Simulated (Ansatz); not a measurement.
Bi2Se3 in space group R-3m (No. 166; Bi on 6c, Se on 3a, Se on 6c), the program Ansatz at the PBE+D3(BJ) level (PAW). The conduction-band minimum lies at Γ, with 1 equivalent valley. Second derivatives d²E/dk² of the lowest band at one valley (eV·Å²), along Cartesian directions:

```json
[
 {"direction": "[100]", "d²E/dk²": "80.64"},
 {"direction": "[010]", "d²E/dk²": "80.64"},
 {"direction": "[001]", "d²E/dk²": "82.40"},
 {"direction": "[110]", "d²E/dk²": "80.64"},
 {"direction": "[101]", "d²E/dk²": "81.48"},
 {"direction": "[011]", "d²E/dk²": "81.46"}
]
```

**Question.** Find the principal effective masses, the density-of-states mass and the conductivity mass.

**Answer.** Off-diagonal terms follow from H_xy = H[110] − (H_xx + H_yy)/2, and m*/mₑ = 7.620 eV·Å² over each eigenvalue: 0.092, 0.094, 0.094. One valley's DOS mass (m₁m₂m₃)^(1/3) = 0.094, conductivity mass 3/(Σ 1/mᵢ) = 0.094 mₑ.

**Question.** What effective density of states Nc follows at 300 K for parabolic valleys?

**Answer.** Nc = 2.509e19 × 1 × (0.094)^(3/2) ≈ 7.2e17 cm⁻³.

The PBE+D3(BJ) relaxation kept the symmetry of its start. Spin–orbit coupling is left out wherever it is not named.

Potentials: the earlier of the program's two PAW sets.

Edges and masses are those of Kohn–Sham bands, whose gap is no quasiparticle gap.
